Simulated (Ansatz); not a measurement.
Collinear states of ReS

All numbers below come from DFT PBE, scalar-relativistic, plane waves, PAW (Ansatz 0.2.0).

```cif
data_structure
_symmetry_space_group_name_H-M 'P 1'
_symmetry_Int_Tables_number 1
_cell_length_a 3.4814
_cell_length_b 3.4814
_cell_length_c 3.4814
_cell_angle_alpha 60.000
_cell_angle_beta 60.000
_cell_angle_gamma 60.000
_cell_volume 29.84
loop_
_atom_site_label
_atom_site_type_symbol
_atom_site_fract_x
_atom_site_fract_y
_atom_site_fract_z
_atom_site_occupancy
Re1 Re 0.00000 0.00000 0.00000 1
S1 S 0.50000 0.50000 0.50000 1
```

The plane-wave cutoff is 420 eV, the Γ-centred k-mesh is 14×14×14 and the occupation rule is Gaussian smearing, 0.1 eV. The list of starting moments (μB, in atom order) is 3.5 0 and the check for lower electronic states after the SCF is off.

Each order was relaxed in cell and atoms. A propagation vector, in units of the reciprocal vectors, doubles the cell, which takes an equally dense mesh. Spin–orbit coupling is left out, which for heavy magnetic ions can matter as much as these differences. Site moments are spin moments in atom-centred spheres that scale with the neighbour distance. The states are those that the runs reached from these starts; a lower one can exist.

Task: Order the starts by the energy of the state that they reach, lowest first.
A. large parallel starting moments
B. antiferromagnetic, doubled cell, propagation vector (0, 0, 1/2)
C. no spin

Result: B (0.00 meV/atom), A (561 meV/atom), C (564 meV/atom).

| start | ends | energy above lowest (meV/atom) | site moments (μB) | gap on mesh (eV) | volume (Å³/atom) |
| --- | --- | --- | --- | --- | --- |
| no spin | non-magnetic | 564 | none over 0.05 | metal | 14.92 |
| large parallel starting moments | ferromagnetic | 561 | Re +0.69 | metal | 15.04 |
| antiferromagnetic, doubled cell, propagation vector (0, 0, 1/2) | non-magnetic | 0.00 | none over 0.05 | metal | 13.17 |

Cost: 3 runs of about 12 core-minutes in all, on Intel Xeon Processor @ 2.50GHz (Skylake/Cascade Lake) (shared hosts).